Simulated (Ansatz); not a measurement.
Ansatz input file:

```yaml
crystal:
  lattice:
    - [7.6671877233, 0.0, 0.0]
    - [0.0, 5.4215204318, 0.0]
    - [0.0, 0.0, 28.5944680262]
  atoms:
    - { symbol: Si, position: [0.25, 0.0, 0.339010404] }
    - { symbol: Si, position: [0.75, 0.0, 0.339010404] }
    - { symbol: Si, position: [0.5, 0.25, 0.339010404] }
    - { symbol: Si, position: [0.0, 0.25, 0.339010404] }
    - { symbol: Si, position: [0.5, 0.5, 0.4060442417] }
    - { symbol: Si, position: [0.0, 0.5, 0.4060442417] }
    - { symbol: Si, position: [0.75, 0.75, 0.4060442417] }
    - { symbol: Si, position: [0.25, 0.75, 0.4060442417] }
    - { symbol: Si, position: [0.7502637352, 0.0005540054, 0.4724751373] }
    - { symbol: Si, position: [0.2498006343, 0.0004635607, 0.4724853311] }
    - { symbol: Si, position: [4.39802e-05, 0.2506673134, 0.4725268498] }
    - { symbol: Si, position: [0.5000344777, 0.2487692939, 0.4724162972] }
    - { symbol: Si, position: [1.446e-07, 0.5033518764, 0.539321599] }
    - { symbol: Si, position: [0.500043738, 0.4991723861, 0.5393156177] }
    - { symbol: Si, position: [0.2510636527, 0.7485367867, 0.5393051242] }
    - { symbol: Si, position: [0.7490059582, 0.7486541516, 0.5392871161] }
    - { symbol: Cl, position: [0.2499937933, 0.8573183607, 0.2725104188] }
    - { symbol: Cl, position: [0.7500183754, 0.8573002598, 0.2725124606] }
    - { symbol: Cl, position: [0.5000145834, 0.3922521765, 0.2724757807] }
    - { symbol: Cl, position: [-4.0221e-06, 0.391877587, 0.2724303117] }
    - { symbol: H, position: [-0.0001040828, 0.3321007089, 0.5802215389] }
    - { symbol: H, position: [0.5001397319, 0.3350994147, 0.58155467] }
    - { symbol: H, position: [0.256613994, 0.9174188475, 0.5808720198] }
    - { symbol: H, position: [0.7436149672, 0.9173660386, 0.5808827183] }
basis:
  ecutwfc: 420
kpoints:
  mp_grid: { grid: [2, 3, 1] }
hamiltonian:
  xc: pbe
  dispersion: d3bj
scf:
  occupations: { method: gaussian, width: 0.05 }
output:
  forces: true
  eigenvalues: true
  write_density: true
  volumetric_format: npy
efield:
  axis: 3
  dipole_correction: true
  ramp_width: 0.04
```

Launched with
```bash
ansatz run input.yaml --threads 4 --pin off --max-ram 10240MiB --backend cpu --events-out ev --progress --plain --runs-dir out
```

Level of theory: DFT PBE+D3(BJ), scalar-relativistic, plane waves, PAW in Ansatz.

Part of what the program printed, abridged:

```
Pseudopotentials: kind: paw
Pseudopotential: Si, paw, valence charge 4, recommended cutoff 420 eV (normal)
Pseudopotential: Cl, paw, valence charge 7, recommended cutoff 420 eV (normal)
Pseudopotential: H, paw, valence charge 1, recommended cutoff 420 eV (normal)
Functional definition: PBE
Crystal: 24 atoms, lattice volume = 1188.610 Å³
Basis set: ecut = 420 eV, 23201 PW (Γ), exchange–correlation on 108×80×384 points (8 copies of the dense FFT grid, shifted against one another)
Bands: 72, of which v1, the nominal top of the filled ones, is band 48 counted from 1 (47 counted from 0)
Symmetry: 1 space group operations
Space group: P1 (ITA 1), of the structure as read, at distance tolerance 1.1e-4 Å
k-points: 4 of 6 (time reversal used)
Initial density: superposition of atomic densities (neutral atoms: chi_scale 0, normalization atom), corrected by the library's trained network
Initial wavefunctions: pseudopotential atomic-orbital guess
Functional: x = pbe(κ = 0.804, μ = 0.21951497), c = pbe(β = 0.06672455)
SCF iter   1: F=—  HF=-14563.197041 eV  |F-HF|=—  |Δ(HF+E_count)|=         —  Δρ=1.66e-3  dr2=1.53e-1  ethr=1.77e-3  p=0.348 e·Å  D=5.31e-2 V/Å  ΔV_dip=-1.52 eV  dr2_dipole=2.12e-2  V_vac-E_F(+/−)=3.65/5.17 eV  ⟨swp⟩=9.8  Hψ=1776  notcnv=0  defer=11
efield: sawtooth ramp at fractional position 0.9070 (placed from the atoms, in the widest stretch of the axis that holds none; the zero of the levels goes with the place), width 0.0400; the density the first Hamiltonian is built on has a dipole p = 0.348 e·Å; the dipole correction subtracts the counter field D = 5.31e-2 V/Å, which shifts the + side's vacuum level by -1.52 eV against the − side's; the planar-averaged density in the ramp window peaks in size at 1.0e-6 e/Å³
SCF iter   2: F=—  HF=-14563.181141 eV  |F-HF|=—  |Δ(HF+E_count)|=   1.59e-2  Δρ=7.89e-4  dr2=6.25e-2  ethr=1.60e-4  p=0.235 e·Å  D=3.58e-2 V/Å  ΔV_dip=-1.02 eV  dr2_dipole=1.58e-2  V_vac-E_F(+/−)=4.10/5.12 eV  ⟨swp⟩=3.8  Hψ=538  notcnv=0  defer=65
SCF iter   3: F=—  HF=-14563.173761 eV  |F-HF|=—  |Δ(HF+E_count)|=   7.38e-3  Δρ=4.95e-4  dr2=6.70e-3  ethr=6.52e-5  p=0.297 e·Å  D=4.52e-2 V/Å  ΔV_dip=-1.29 eV  dr2_dipole=1.80e-3  V_vac-E_F(+/−)=3.91/5.20 eV  ⟨swp⟩=2.0  Hψ=320  notcnv=0  defer=65
SCF iter   4: F=—  HF=-14563.173685 eV  |F-HF|=—  |Δ(HF+E_count)|=   7.58e-5  Δρ=2.45e-4  dr2=1.21e-3  ethr=6.98e-6  p=0.278 e·Å  D=4.23e-2 V/Å  ΔV_dip=-1.21 eV  dr2_dipole=3.68e-5  V_vac-E_F(+/−)=3.94/5.15 eV  ⟨swp⟩=2.0  Hψ=304  notcnv=0  defer=65
SCF iter   5: F=—  HF=-14563.173927 eV  |F-HF|=—  |Δ(HF+E_count)|=   2.42e-4  Δρ=8.19e-5  dr2=7.70e-5  ethr=1.26e-6  p=0.279 e·Å  D=4.25e-2 V/Å  ΔV_dip=-1.22 eV  dr2_dipole=4.09e-6  V_vac-E_F(+/−)=3.95/5.17 eV  ⟨swp⟩=2.0  Hψ=349  notcnv=0  defer=65
SCF iter   6: F=—  HF=-14563.174299 eV  |F-HF|=—  |Δ(HF+E_count)|=   3.71e-4  Δρ=2.73e-5  dr2=1.07e-5  ethr=8.02e-8  p=0.278 e·Å  D=4.23e-2 V/Å  ΔV_dip=-1.21 eV  dr2_dipole=1.77e-8  V_vac-E_F(+/−)=3.95/5.16 eV  ⟨swp⟩=2.0  Hψ=440  notcnv=0  defer=65
SCF iter   7: F=—  HF=-14563.174307 eV  |F-HF|=—  |Δ(HF+E_count)|=   8.03e-6  Δρ=7.19e-6  dr2=7.59e-7  ethr=1.11e-8  p=0.278 e·Å  D=4.23e-2 V/Å  ΔV_dip=-1.21 eV  dr2_dipole=2.90e-8  V_vac-E_F(+/−)=3.96/5.16 eV  ⟨swp⟩=2.0  Hψ=374  notcnv=0  defer=65
SCF iter   8: F=-14563.174308 eV  HF=-14563.174308 eV  |F-HF|=1.50e-7  |Δ(HF+E_count)|=   8.32e-7  Δρ=2.18e-6  dr2=5.75e-8  ethr=1.04e-10  p=0.278 e·Å  D=4.22e-2 V/Å  ΔV_dip=-1.21 eV  dr2_dipole=4.77e-10  V_vac-E_F(+/−)=3.96/5.16 eV  ⟨swp⟩=18.8  Hψ=2232  notcnv=0
SCF 1 converged in 8 iterations: F = -14563.174308 eV  dr2 = 5.75e-8
SCF converged after 8 iterations
Free energy (F): -14563.174308 eV
Harris-Foulkes:  -14563.174308 eV  (|F-HF|=1.50e-7)
Internal energy: -14563.174308 eV  (E = F + TS)
E sigma→0 (E₀):  -14563.174308 eV
Fermi energy:    -0.759102 eV
Dipole field:    D = 0.042237 V/Å  (p = 0.277441 e·Å, saw-weighted, corrected)
Work function:   Φ+ = 3.9554 eV   Φ− = 5.1631 eV
Levels:          The Fermi level and band energies are counted from a zero that moves with the ramp; work functions are not
--- Per-component energies (eV) ---
  E_band       = -662.878796
  E_kinetic    = 1351.539295
  E_local      = -40260.649108  (includes V_loc(G=0)·N_el)
  E_nonlocal   = 536.334699
  E_hartree    = 19509.497435
  E_xc         = -1347.741776
  E_vxc        = -1282.474779  (∫ρ·V_xc dr)
  E_paw        = -10844.465667  (= ΣΔE_a)
  E_vpaw       = -30.173081  (= ΣTr[D̂ρ^β])
  E_aug_tail   = -0.004433  (compensation charges beyond the density's cutoff)
  E_efield     = 0.005859  (sawtooth field / dipole correction)
  E_vefield    = 3.549005  (∫n·V_field dr)
  E_ewald      = 16497.186656
  E_disp       = -4.877268  (pairwise vdW)
  E_smearing   =  0.000000  (= −TS)
--- Forces (eV/Å), atoms counted from 1 ---
  atom   1  Si    -0.00270856     0.57283182     0.18685236
  atom   2  Si     0.00290826     0.57255572     0.18700689
  atom   3  Si     0.00014481    -0.57867149     0.18096138
  atom   4  Si     0.00002089    -0.57419177     0.18116827
  atom   5  Si    -0.00015454     0.26830056    -0.17293959
  atom   6  Si     0.00056499     0.26930762    -0.21968051
  atom   7  Si     0.01084601    -0.25896118    -0.19086240
  atom   8  Si    -0.01053744    -0.25922968    -0.19125502
  atom   9  Si    -0.00577734     0.07640494    -0.00508826
  atom  10  Si     0.00676019     0.07787218    -0.00456689
  atom  11  Si     0.00042809    -0.09160118     0.00191971
  atom  12  Si    -0.00185849    -0.09136394     0.00008409
  atom  13  Si     0.00033012     0.04792296    -0.11916886
  atom  14  Si     0.00185927     0.03960253    -0.09363255
  atom  15  Si     0.02130133     0.01145117    -0.06091352
  atom  16  Si    -0.02260921     0.00909172    -0.05847282
  atom  17  Cl     0.00041794    -0.01652194     0.00911942
  atom  18  Cl    -0.00047425    -0.01617713     0.00887820
  atom  19  Cl    -0.00019976     0.01641990     0.00908047
  atom  20  Cl     0.00017977     0.01868451     0.01251351
  atom  21  H      0.00045970    -0.05524403     0.17350945
  atom  22  H     -0.00043800    -0.02124771     0.04538560
  atom  23  H     -0.04631550    -0.00876103     0.06077468
  atom  24  H      0.04485197    -0.00847532     0.05926132
--- Band table (eV) ---
  k-point 0: bands = ["-17.3295", "-16.8091", "-16.8082", "-16.4876", "-12.9230", "-11.8277", "-10.9013", "-10.8978", "-10.4944", "-9.8722", "-9.8677", "-9.4383", "-8.8512", "-8.5854", "-8.5804", "-7.9350", "-7.3256", "-7.3230", "-6.7678", "-6.4564", "-5.8540", "-5.7600", "-5.7577", "-5.7445", "-5.1739", "-5.1419", "-5.1406", "-4.8173", "-4.8108", "-4.8082", "-4.7807", "-4.6632", "-4.6627", "-4.5952", "-4.5941", "-3.7821", "-3.7757", "-3.7675", "-3.7446", "-3.2593", "-3.1006", "-2.9325", "-2.9311", "-2.8126", "-2.7398", "-2.1381", "-1.8479", "-1.2589", "-0.2593", "0.1617", "0.1642", "0.1894", "0.3628", "0.3670", "0.5995", "1.4844", "1.5264", "1.5401", "1.6663", "1.6690", "1.6881", "2.0355",  ...
  k-point 1: bands = ["-17.1416", "-16.8024", "-16.8015", "-16.7223", "-12.4615", "-11.5043", "-11.1423", "-10.7114", "-10.7072", "-10.6207", "-9.7418", "-9.7370", "-8.6539", "-8.6498", "-8.3285", "-8.0182", "-8.0179", "-7.5977", "-7.4263", "-6.2256", "-5.9642", "-5.9634", "-5.7281", "-5.7248", "-5.4760", "-5.3811", "-5.3758", "-5.2920", "-4.9684", "-4.5377", "-4.1785", "-4.0878", "-4.0875", "-3.8313", "-3.7855", "-3.7827", "-3.7313", "-3.4732", "-3.4730", "-3.4331", "-3.3935", "-2.8402", "-2.7903", "-2.7902", "-2.6346", "-2.3869", "-2.1927", "-1.6184", "-0.0220", "0.5812", "0.7332", "0.8056", "0.8077", "0.9965", "1.2253", "1.2683", "1.2711", "1.6912", "1.6922", "1.8802", "2.0424", "2.5818", ...
  k-point 2: bands = ["-17.1630", "-17.1606", "-16.5572", "-16.5549", "-12.3877", "-12.3865", "-11.3092", "-11.3048", "-9.9858", "-9.9811", "-9.2539", "-9.2462", "-8.8905", "-8.8841", "-8.3130", "-8.3040", "-7.1123", "-7.1027", "-6.1316", "-6.1293", "-5.6380", "-5.6357", "-5.5919", "-5.5885", "-5.5609", "-5.5522", "-5.4455", "-5.4386", "-5.0979", "-5.0964", "-4.4442", "-4.4337", "-4.2838", "-4.2606", "-4.1868", "-4.1866", "-3.7436", "-3.7306", "-3.6750", "-3.6722", "-3.5580", "-3.5353", "-3.2551", "-3.2536", "-2.6462", "-2.6444", "-2.4177", "-2.4166", "0.2665", "0.2686", "0.5362", "0.5401", "0.8079", "0.8155", "1.7921", "1.7961", "2.0412", "2.0468", "2.1757", "2.1893", "2.3069", "2.3190", "2 ...
  k-point 3: bands = ["-17.0206", "-17.0182", "-16.7175", "-16.7151", "-11.9502", "-11.9493", "-11.0033", "-11.0005", "-10.7213", "-10.7196", "-10.1798", "-10.1776", "-8.3527", "-8.3489", "-7.7655", "-7.7629", "-7.5327", "-7.5298", "-6.3890", "-6.3875", "-6.0204", "-6.0188", "-5.7727", "-5.7711", "-5.5003", "-5.4946", "-5.0589", "-5.0542", "-4.8848", "-4.8649", "-4.6330", "-4.6222", "-4.4123", "-4.4008", "-4.0705", "-4.0647", "-3.9023", "-3.8896", "-3.4981", "-3.4911", "-3.1838", "-3.1757", "-3.0900", "-3.0820", "-2.5422", "-2.5380", "-2.2976", "-2.2951", "0.9000", "0.9096", "0.9668", "0.9685", "1.3437", "1.3594", "1.5058", "1.5248", "2.1345", "2.1471", "2.4154", "2.4193", "2.5484", "2.5742" ...
```

The calculation finished and met its thresholds.

The run took 13 s on 4 threads of Intel(R) Xeon(R) Platinum 8488C (Sapphire Rapids) (shared host), peak memory 1.7 GiB.